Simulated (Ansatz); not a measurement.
TaN (space group P-6m2)

```
TaN
1.0
    2.90649     0.00000     0.00000
   -1.45325     2.51710     0.00000
    0.00000     0.00000     2.85178
Ta N
1 1
Cartesian
  0.00000   0.00000   1.42589
  1.45325   0.83903   0.00000
```

The slice is a (-1 1 0 0) plane (indices of the conventional cell) through the point (0.667, 0.333, 0.000) (fractional), spanned by u = [001] and v = [110] in vectors of this cell: u (2.85 Å) and v (2.91 Å, at 90° to u). It covers one period; positions are fractions (u, v).

Method: LDA (plane waves to 420 eV, PAW, scalar-relativistic; Ansatz, a quantum-chemistry and plane-wave program). k mesh 13×13×12. These are valence fields of a PAW run, semicore shells included where kept as valence: close to a nucleus they are smooth pseudo fields. Spin-orbit coupling is left out, though Ta is heavy. TaN is run without spin polarisation. TaN was relaxed with its symmetry unable to fall. This is one of several known forms of TaN; the measured ambient cells at hand have space group No. 189.

Three fields on this plane, each scaled to ten steps between its own extremes (0 low, 9 high; the total valence density on a logarithmic scale, the potential cut 8 eV below its top; x marks points blanked near nuclei; v = 0 in the bottom row):

Map A
```
|xxxxxxxx542111245xxxxxxx|
|xxxxxxxx532111235xxxxxxx|
|xxxxxxx65322122356xxxxxx|
|xxxxxxx64332223346xxxxxx|
|xxxxxx6543333333456xxxxx|
|xxxxx654444444444456xxxx|
|xxx6554445566655444556xx|
|554443445677877654434445|
|332223346789998764332223|
|11111234689xxx9864321111|
|0000123579xxxxx975321000|
|0000013579xxxxx975310000|
|0000123579xxxxx975321000|
|11111234689xxx9864321111|
|332223346789998764332223|
|554443445677877654434445|
|xxx6554445566655444556xx|
|xxxxx654444444444456xxxx|
|xxxxxx6543333333456xxxxx|
|xxxxxxx64332223346xxxxxx|
|xxxxxxx65322122356xxxxxx|
|xxxxxxxx532111235xxxxxxx|
|xxxxxxxx542111245xxxxxxx|
|xxxxxxxx542111245xxxxxxx|
```

Map B
```
|xxxxxxxx852111258xxxxxxx|
|xxxxxxxx742111247xxxxxxx|
|xxxxxxx96321112369xxxxxx|
|xxxxxxx74211011247xxxxxx|
|xxxxxx8531111111358xxxxx|
|xxxxx853211111112358xxxx|
|xxx9853111222221113589xx|
|998642111234443211124689|
|554321001345654310012345|
|32210001246xxx6421000122|
|1110000125xxxxx521000011|
|1000000135xxxxx531000000|
|1110000125xxxxx521000011|
|32210001246xxx6421000122|
|554321001345654310012345|
|998642111234443211124689|
|xxx9853111222221113589xx|
|xxxxx853211111112358xxxx|
|xxxxxx8531111111358xxxxx|
|xxxxxxx74211011247xxxxxx|
|xxxxxxx96321112369xxxxxx|
|xxxxxxxx742111247xxxxxxx|
|xxxxxxxx852111258xxxxxxx|
|xxxxxxxx853111358xxxxxxx|
```

Map C
```
|xxxxxxxx788888887xxxxxxx|
|xxxxxxxx777777777xxxxxxx|
|xxxxxxx66766666766xxxxxx|
|xxxxxxx66554445566xxxxxx|
|xxxxxx5543222223455xxxxx|
|xxxxx554210000012455xxxx|
|xxx7654200000000024567xx|
|888765200000000000256788|
|998764100000000000146789|
|99875300000xxx0000035789|
|9987520000xxxxx000025789|
|9987520000xxxxx000025789|
|9987520000xxxxx000025789|
|99875300000xxx0000035789|
|998764100000000000146789|
|888765200000000000256788|
|xxx7654200000000024567xx|
|xxxxx554210000012455xxxx|
|xxxxxx5543222223455xxxxx|
|xxxxxxx66554445566xxxxxx|
|xxxxxxx66766666766xxxxxx|
|xxxxxxxx777777777xxxxxxx|
|xxxxxxxx788888887xxxxxxx|
|xxxxxxxx788888887xxxxxxx|
```

**Question.** Assign the maps to these fields: electron localisation function (ELF); valence electron density; electrostatic potential energy of an electron, from the cell's mean.

**Answer.** A is the valence electron density; B is the electron localisation function (ELF); C is the electrostatic potential energy of an electron, from the cell's mean.
